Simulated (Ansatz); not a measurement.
Given:

H:
```
H
1.0
    2.37069    -2.29842     0.00000
    2.37069     2.29842     0.00000
    0.00000     0.00000     4.65867
H
4
Direct
  0.94218   0.05782   0.05562
  0.05782   0.94218   0.94438
  0.55782   0.44218   0.55562
  0.44218   0.55782   0.44438
```

This is the r²SCAN+D4-relaxed structure. Cartesian axes are those of the cell as given.

All from DFT-r²SCAN+D4 in the program Ansatz with PAW potentials, unless another level is named. Give the band gap.

10.17 eV (indirect).

Next, the smallest direct gap on the standard path?

10.66 eV.

Predict the valence-band maximum.

on the Γ–Y line, 65 % of the way from Γ (k = 0.323, 0.323, 0.000).

Next, the conduction-band minimum?

at R (k = 0.000, 0.500, 0.500) (2 equivalent valleys).

Space group Cmce. The first step of the workflow began from a Materials Project structure, measured or hypothetical; the Crystallography Open Database copy checked does not list it. It is not the usual solid phase (space group No. 194). Symmetry was held in the r²SCAN+D4 relaxation; its stability against distortions is not shown here. The substance is a gas or liquid at ambient conditions.

Potentials: the later of the program's two PAW sets.
